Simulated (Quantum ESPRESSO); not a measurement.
Kohn-Sham bands of RuO₂ (rutile)

```xyz
6
Lattice="4.4825 0.0000 0.0000 0.0000 4.4825 0.0000 0.0000 0.0000 3.1113" Properties=species:S:1:pos:R:3 pbc="T T T"
Ru     2.2412     2.2412     1.5557
Ru     0.0000     0.0000     0.0000
O     -0.8721     0.8721     1.5557
O      0.8721    -0.8721     1.5557
O      1.3691     1.3691     0.0000
O     -1.3691    -1.3691     0.0000
```

Materials Project entry mp-825; symmetrised, unrelaxed at this level. COD (Crystallography Open Database) has an entry of this formula and space group (matched by these alone). Computed values, not measurements, from PBEsol: Quantum ESPRESSO (norm-conserving PseudoDojo potentials, cutoff 68 Ry, no spin polarisation, no spin-orbit coupling) on a Γ-centred 6×6×8 mesh, then Wannier90. Density: 8×8×10 mesh, cold smearing 0.01 Ry.

Energies are relative to the Fermi level; weights are on the orthonormalised atomic waves of the pseudopotential files, averaged over the group. 56 electrons a cell are treated as valence.

Problem. Into which isolated groups do the bands fall, where do they lie and what are they made of?

Solution. 
```json
[
 {"bands": "1–2", "from (eV)": "-73.42", "to (eV)": "-73.41", "filling": "filled", "weight on atomic waves": "Ru 4s 97 %"},
 {"bands": "3–4", "from (eV)": "-43.74", "to (eV)": "-43.72", "filling": "filled", "weight on atomic waves": "Ru 4p 98 %"},
 {"bands": "5–8", "from (eV)": "-43.45", "to (eV)": "-43.26", "filling": "filled", "weight on atomic waves": "Ru 4p 99 %"},
 {"bands": "9–12", "from (eV)": "-20.18", "to (eV)": "-18.11", "filling": "filled", "weight on atomic waves": "O 2s 84 %, Ru 4d 8 %, Ru 5s 6 %"}
]
```

No gap over 0.05 eV opens at the Fermi level at this level of theory.
